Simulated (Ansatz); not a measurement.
Which starts lead to the lowest Hf₃S₅ cell?

The calculation used DFT PBE, scalar-relativistic, plane waves, PAW in Ansatz. Each cell gets a short relaxation within its symmetry: 420 eV, a coarse mesh through Γ, smearing of 0.2 eV, at most 16 steps to 0.08 eV/Å and 0.8 GPa. No spin polarisation. Energies are free energies per atom, good to about 0.1 eV/atom between metallic cells, end volumes are rough, and groups of ends are read at 0.1 Å.

The candidates are structure types from databases with the species swapped, cells proposed by chemical analogy and random cells on Wyckoff sites, with guessed sizes.

```
 #                    made from                        sites  V start (Å³/atom)
 1        random sites (P6/mmm)          Hf 3g; S 3f, 1a, 1b               24.0
 2           Ga3Pt5 cell (Cmmm)      Hf 4j, 2a; S 4e, 2b, 4h               19.2
 3         Ti3Pd5 cell (P4/mmm)      Hf 2h, 1b; S 2g, 1a, 2h               23.0
 4          Ce3Pd5 cell (P-62m)              Hf 3g; S 3f, 2c               22.9
 5          Yb3Si5 cell (P-62m)              Hf 3f; S 2d, 3g               26.5
 6  proposed by analogy (P-6m2)      Hf 1b, 2g; S 2h, 2i, 1e               21.1
 7        random sites (P4/mmm)          Hf 2g, 1c; S 1d, 4o               25.8
 8        random sites (P6/mmm)          Hf 3g; S 2d, 2e, 1a               24.4
 9         random sites (F-43m)     Hf 4b, 4d, 4a; S 16e, 4c               25.0
10         random sites (F-43m)     Hf 4b, 4d, 4c; S 16e, 4a               23.8
11   proposed by analogy (C2/m)      Hf 2a, 4i; S 4i, 2b, 4i               21.1
12        random sites (P4/mmm)          Hf 2f, 1a; S 4k, 1d               25.6
13          random sites (R-3m)          Hf 9d; S 6c, 3a, 6c               22.5
14         random sites (P-3m1)          Hf 2d, 1a; S 2c, 3e               25.2
15   proposed by analogy (R-3m)      Hf 6c, 3b; S 6c, 3a, 6c               21.1
16   proposed by analogy (Cmcm)      Hf 8f, 4c; S 8f, 8f, 4c               21.1
17           Ti3Al5 cell (Pmmm)  Hf 2r, 1h; S 1c, 1a, 1f, 2s               23.2
18         random sites (Pm-3m)          Hf 3d; S 3c, 1a, 1b               23.9
19         random sites (P-6m2)              Hf 3k; S 2h, 3j               27.2
20         Ti3Al5 cell (P4/mmm)      Hf 1b, 1c, 1d; S 4i, 1a               23.1
```

Question: Rank the ends, and say which starts fall together.

Answer: The lowest end has space group C2/m (No. 12) and 20.9 Å³/atom; only candidate 11 reaches it. The lowest start before relaxing, candidate 11, is that one. 3 other ends lie within 0.1 eV/atom of it, so the top isn't resolved yet.

```tsv
#	E start (eV/atom)	E end (eV/atom)	end group	V end (Å³/atom)	finished	same end as
11	0.01	0.00	C2/m	20.9	yes	-
15	0.03	0.00	R-3m	23.0	yes	-
16	0.29	0.06	Cmcm	22.4	yes	-
6	0.17	0.10	P-6m2	22.2	yes	-
3	1.12	0.36	P4/mmm	16.9	yes	-
20	1.68	0.62	P4/mmm	17.0	yes	-
17	1.60	0.63	Pmmm	16.9	yes	-
2	1.04	0.65	Cmmm	16.6	yes	-
4	1.51	0.70	P-62m	17.4	yes	-
5	2.34	0.70	P-62m	17.5	yes	4
18	1.31	0.87	Pm-3m	17.8	yes	-
12	3.81	0.97	P4/mmm	17.7	stopped early	-
14	1.79	1.19	P-3m1	25.3	yes	-
1	1.61	1.49	P6/mmm	21.6	yes	-
19	3.06	1.71	P-6m2	21.5	stopped early	-
13	4.01	1.81	R-3m	33.2	stopped early	-
8	7.94	2.46	P6/mmm	47.7	yes	-
7	4.59	2.67	P4/mmm	29.7	yes	-
9	3.26	2.80	F-43m	35.3	yes	-
10	3.43	2.80	F-43m	35.0	yes	9
```

Energies count from the lowest end; groups are read at 0.1 Å. Cells stopped early, at the step cap or the time limit, are upper bounds. Ends are matched loosely, so a merged end can be a slightly distorted copy, and ends listed apart can be strained forms of one structure.

Weakly bound directions are ill-defined at this level, which has no dispersion term (R-3m, P-6m2), and this can change margins and order among such cells. Spin–orbit coupling, which can matter for Hf, is left out. The runs shown took about 39 CPU minutes on Arm Neoverse V2, a shared host. Some structure types and database cells were kept out of the candidates from the start, so a known form may be missing.
